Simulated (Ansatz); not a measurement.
Relaxed AlNi (CsCl type):

```
CELL_PARAMETERS angstrom
      2.89304     0.00000     0.00000
      0.00000     2.89304     0.00000
      0.00000     0.00000     2.89304
ATOMIC_POSITIONS crystal
  Al 0.00000 0.00000 0.00000
  Ni 0.50000 0.50000 0.50000
```

In this cell atom 2 (Ni, nearest neighbour Al at 2.505 Å; its periodic images, 2.9 Å or more away, move with it) is moved by s along Cartesian [111], unit vector (0.577, 0.577, 0.577); all other atoms and the cell stay fixed.

Level of theory: PBE (plane waves to 420 eV, PAW, scalar-relativistic; Ansatz, a first-principles code). k mesh 13×13×13 (Γ-centred), Fermi-Dirac smearing 0.05 eV. E stands for the smeared free energy. With partly filled bands, energies and forces of such displacements shift with the k mesh and the smearing. AlNi is run without spin polarisation. AlNi was relaxed with its symmetry unable to fall. The zero of ΔE is the undisplaced structure. The last digit holds for this mesh only.

```csv
s (Å),ΔE (meV/cell)
-0.250,withheld
-0.200,118.5
-0.150,65.3
-0.100,28.6
-0.050,7.1
0.000,0.0
0.050,7.1
0.100,28.6
0.150,65.3
0.200,118.5
0.250,withheld
```

### Question
Fit an even polynomial form (powers 2, 4) to the given rows and predict ΔE at s = -0.250.

### Answer
Least squares on the 9 given rows: ΔE = (2825)·s² + (3426)·s⁴, in meV/cell with s in Å; root-mean-square residual 0.01 meV/cell. At -0.250 the fit gives 189.9 meV/cell; the calculation gives 189.9 meV/cell, the same to the digits shown. The quadratic term alone would give 176.6 meV/cell.

(For displaced atoms, the force is minus the slope of the energy, and its curvature is a force constant, which sets phonon frequencies.)
